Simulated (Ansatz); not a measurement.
# Computed properties of RuW

RuW:
```cif
data_Ru4W4
_chemical_formula_sum 'Ru4 W4'
_space_group_name_H-M_alt 'Fm-3m'
_space_group_IT_number 225
_space_group_name_Hall '-F 4 2 3'
_cell_length_a 5.09957
_cell_length_b 5.09957
_cell_length_c 5.09957
_cell_angle_alpha 90.000
_cell_angle_beta 90.000
_cell_angle_gamma 90.000
loop_
_atom_site_label
_atom_site_type_symbol
_atom_site_symmetry_multiplicity
_atom_site_Wyckoff_symbol
_atom_site_fract_x
_atom_site_fract_y
_atom_site_fract_z
_atom_site_occupancy
Ru1 Ru 4 a 0.00000 0.00000 0.00000 1
W1 W 4 b 0.50000 0.50000 0.50000 1
```
(The calculation used a cell of 2 atoms; values per cell refer to that cell.)

Space group Fm-3m (No. 225), rock salt; conventional cell a = b = c = 5.0996 Å, α = β = γ = 90.00°.

Method: the program Ansatz at the r²SCAN level (PAW). The cell and atoms are relaxed at this level. Other levels are named where they apply.

Cell and energy:

```
Property                                                     Result
-----------------------------------------------------  ------------
Volume per atom                                            16.58 Å³
Density                                                 14.27 g/cm³
Formation energy from the elements (no fitted shifts)  1.00 eV/atom
```

Electronic structure:

```
Property                                                                     Value
------------------------------------  --------------------------------------------
Electronic character                                             metallic (no gap)
Density of states at the Fermi level  0.67 states/eV per atom (mean over ±0.08 eV)
Gap with spin–orbit coupling                                       none (metallic)
```

Mechanics:

```
Property                                                                Value
-------------------------------------  --------------------------------------
Bulk modulus (Birch–Murnaghan fit)                                    248 GPa
Pressure derivative B′                                                    4.4
Elastic constants (relaxed ions, GPa)       C11 = 383, C12 = 180, C44 = -23.3
Mechanical stability                   unstable (C has a negative eigenvalue)
```

Charges:

```
Property                     Value
-------------  -------------------
Bader charges  Ru -0.82, W +0.82 e
```

The start of the workflow was typed in or built on a structure type; neither database checked (COD, Materials Project) lists it. Whether it is the stable phase at ambient conditions was not checked. Symmetry was held in the r²SCAN relaxation. The run is not spin-polarised. Its formation energy is positive at this level, so the cell may be metastable or incomplete. As this level gives no gap, shear constants depend on the k-mesh and smearing (Fermi–Dirac, 0.1 eV here). The references are the lowest solids computed at this level, not always the standard phases. Scalar-relativistic: spin–orbit coupling is off unless named, which matters more the heavier the elements.

Potentials: the earlier of the program's two PAW sets.
